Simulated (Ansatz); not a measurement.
ZnNi (CsCl type, Pm-3m) at seven volumes, LDA in the plane-wave PAW code Ansatz, scaled uniformly. One row is withheld.

| V (Å³/atom) | P (GPa) |
|---|---|
| 10.060 | 22.68 |
| 10.392 | 13.75 |
| 10.723 | ? |
| 11.055 | -0.02 |
| 11.387 | -5.28 |
| 11.718 | -9.70 |
| 12.050 | -13.40 |

Fit the shown pressures and predict the withheld one.

P = (3/2)B₀(x^(7/2) − x^(5/2))[1 + (3/4)(B′ − 4)(x − 1)] with x = (V₀/V)^(2/3). Least squares on the six rows gives V₀ = 11.054 Å³/atom, B₀ = 191 GPa, B′ = 4.85. At V = 10.723, x = 1.0205 and P = 6.25 GPa. The run itself gave 6.26 GPa.

The workflow started from a Materials Project entry (that database holds measured and hypothetical structures alike); the Crystallography Open Database files this formula in space group No. 221, but the cells were not matched. Its standing as an ambient phase is unchecked. The cell was relaxed with LDA under the symmetry of its start. At this level the phase is mechanically unstable. The run is not spin-polarised.

Potentials: the later of the program's two PAW sets.
